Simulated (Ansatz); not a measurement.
## ZrGeO3, first-principles data

ZrGeO$_{3}$:
Space group P4mm (No. 99); a = 4.0092 Å, b = 4.0092 Å, c = 4.3665 Å, α = 90.00°, β = 90.00°, γ = 90.00°

```
atom  site  symmetry       x       y       z
----  ----  --------  ------  ------  ------
Zr      1b       4mm  0.5000  0.5000  0.5788
Ge      1a       4mm  0.0000  0.0000  0.1997
O       2c      2mm.  0.0000  0.5000  0.4494
O       1b       4mm  0.5000  0.5000  0.0129
```

Space group P4mm (No. 99); conventional cell a = 4.009 Å, b = 4.009 Å, c = 4.367 Å, α = 90.00°, β = 90.00°, γ = 90.00°.

Method: r²SCAN in the plane-wave PAW code Ansatz. Structure relaxed to zero pressure with the same functional. Other levels are named where they apply.

### Cell and energy

```json
{
  "volume_per_atom": "14.04 Å³",
  "density": "5.01 g/cm³",
  "Formation energy from the elements (no fitted shifts)": "-2.35 eV/atom"
}
```

### Electronic structure

```json
{
  "band_gap": "1.68 eV (indirect)",
  "valence_band_maximum": "at X",
  "conduction_band_minimum": "at Z",
  "smallest_direct_gap_on_the_standard_path": "2.54 eV",
  "electron_effective_mass": "0.49, 0.53, 0.53 mₑ (principal values)",
  "hole_effective_mass": "0.45, 0.80, 1.5 mₑ (principal values)",
  "Hole effective mass with spin–orbit coupling": "0.45, 0.80, 1.5 mₑ (principal values)",
  "HSE06 gap on the r²SCAN cell": "2.33 eV",
  "Gap with spin–orbit coupling": "1.67 eV"
}
```

### Charges

```json
{
 "bader_charges": "Zr +2.62, Ge +1.32, O -1.33 to -1.28 e"
}
```

The start of the workflow was typed in or built on a structure type; neither database checked (COD, Materials Project) lists it. Whether it is the stable phase at ambient conditions was not checked. The r²SCAN relaxation kept the symmetry of its start; its stability against distortions is not shown here. The run is not spin-polarised. The references are the lowest solids computed at this level, not always the standard phases (solids in place of the gases). Spin–orbit coupling is left out wherever it is not named.

Potentials: the later of the program's two PAW sets.
